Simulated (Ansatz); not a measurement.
**Strain response of Mn$_{3}$IrN**

The calculation used Ansatz, DFT PBEsol, scalar-relativistic, plane waves, PAW. (420 eV cutoff, 10×10×10 k-mesh, Gaussian smearing of 0.10 eV, no spin polarisation)

Starting point, cell and atoms relaxed:

```yaml
crystal:
  lattice:
    - [3.71270, 0.00000, 0.00000]
    - [0.00000, 3.71270, 0.00000]
    - [0.00000, 0.00000, 3.71270]
  atoms:
    - { symbol: Mn, position: [0.00000, 0.50000, 0.50000] }
    - { symbol: Mn, position: [0.50000, 0.00000, 0.50000] }
    - { symbol: Mn, position: [0.50000, 0.50000, 0.00000] }
    - { symbol: Ir, position: [0.00000, 0.00000, 0.00000] }
    - { symbol: N, position: [0.50000, 0.50000, 0.50000] }
```

Deformation: biaxial strain in the a-b plane, with the length and tilt of c and the atoms relaxed, all within the symmetry that the strain leaves. Energies are extrapolated to zero smearing.

A cell with an odd number of electrons and no spin polarisation is a metal by construction and may be lower with spin. Spin–orbit coupling is left out, which can shift energies with elements as heavy as these.

```
strain (%)  ΔE (meV/atom) a (Å) b (Å) c (Å)
      -4.5          106.1  3.546  3.546  3.825
      -3.0           44.7  3.601  3.601  3.785
      -1.5           10.5  3.657  3.657  3.747
      +0.0            0.0  3.713  3.713  3.713
      +1.5            9.9  3.768  3.768  3.681
      +3.0           37.8  3.824  3.824  3.653
      +4.5           81.4  3.880  3.880  3.627
```

Problem. What stiffness (1/V) d²E/dε² at zero strain does a cubic fit over all points give?

Solution. A cubic fit gives (1/V) d²E/dε² = 1452 GPa at zero strain (twice the biaxial modulus).

Problem. How does the free axis c answer a small strain?

Solution. Between the innermost points its strain is -0.59 times the applied one.

Cost: 7 runs of about 3.9 core-minutes in all, on Intel Xeon 6975P-C (Granite Rapids) (shared hosts).